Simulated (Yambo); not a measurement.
G0W0@PBEsol for YPO$_{4}$ (space group I4_1/amd, No. 141) in Yambo. Reference settings: 2×2×2 Γ-centred k mesh, 221 bands and a 7 Ry block in the screening, 221 bands in G with the Bruneval-Gonze terminator, plasmon pole fitted at 27.2 eV. The PBEsol gap Γ → X on this mesh is 5.98 eV; G0W0 gaps are taken between the same points.

The settings were changed. The gap went from 8.67 eV to 8.96 eV, and the shift of the valence edge from -1.19 eV to -1.03 eV.

**Question.** Which change was made?
A. no terminator
B. 148 bands in W, 148 bands in G
C. 94 bands in W, 94 bands in G
D. 148 bands in G, no terminator

**Answer.** C, 94 bands in W, 94 bands in G. The others gave (gap, valence shift): 148 bands in G, no terminator: 8.68, -0.77 eV; 148 bands in W, 148 bands in G: 8.75, -1.12 eV; no terminator: 8.65, -0.96 eV. In the run with 221 bands and a 7 Ry block, which covers more k points, the smallest G0W0 gap is 8.44 eV, Γ → Γ.

Geometry of the Materials Project entry, not relaxed at this level; primitive cell a = 5.7277 Å, b = 5.7277 Å, c = 5.7277 Å, α = 106.05°, β = 106.05°, γ = 116.55°.

A shift is the quasiparticle energy of the state minus its PBEsol energy.
